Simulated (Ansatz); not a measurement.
KZn₂BCl₂O₃ in space group R32 (No. 155; Pearson symbol hR9) under volume change, r²SCAN (plane waves, PAW; program Ansatz), shape and atoms relaxed at each volume.

```json
[
 {"V (Å³/atom)": "18.856", "E − E(relaxed) (meV/atom)": "?", "P (GPa)": "?"},
 {"V (Å³/atom)": "19.478", "E − E(relaxed) (meV/atom)": "?", "P (GPa)": "?"},
 {"V (Å³/atom)": "20.100", "E − E(relaxed) (meV/atom)": "1.6", "P (GPa)": "0.87"},
 {"V (Å³/atom)": "20.721", "E − E(relaxed) (meV/atom)": "0.0", "P (GPa)": "0.00"},
 {"V (Å³/atom)": "21.343", "E − E(relaxed) (meV/atom)": "1.5", "P (GPa)": "-0.76"},
 {"V (Å³/atom)": "21.965", "E − E(relaxed) (meV/atom)": "5.8", "P (GPa)": "-1.42"},
 {"V (Å³/atom)": "22.586", "E − E(relaxed) (meV/atom)": "12.4", "P (GPa)": "-2.01"}
]
```

Problem. What belongs in the gaps?

Solution. 
- 18.856, E − E(relaxed) (meV/atom): 16.1
- 18.856, P (GPa): 2.95
- 19.478, E − E(relaxed) (meV/atom): 6.9
- 19.478, P (GPa): 1.85

Problem. What does a third-order Birch–Murnaghan fit give for V₀, B₀ and B′?

Solution. V₀ = 20.72 Å³/atom, B₀ = 26.9 GPa, B′ = 3.2.

The first step of the workflow began from a Materials Project structure, measured or hypothetical; the Crystallography Open Database files this formula in space group No. 155, but the cells were not matched. Its standing as an ambient phase is unchecked. Symmetry was held in the r²SCAN relaxation; whether a distortion lowers the energy is not shown.

Potentials: the later of the program's two PAW sets.
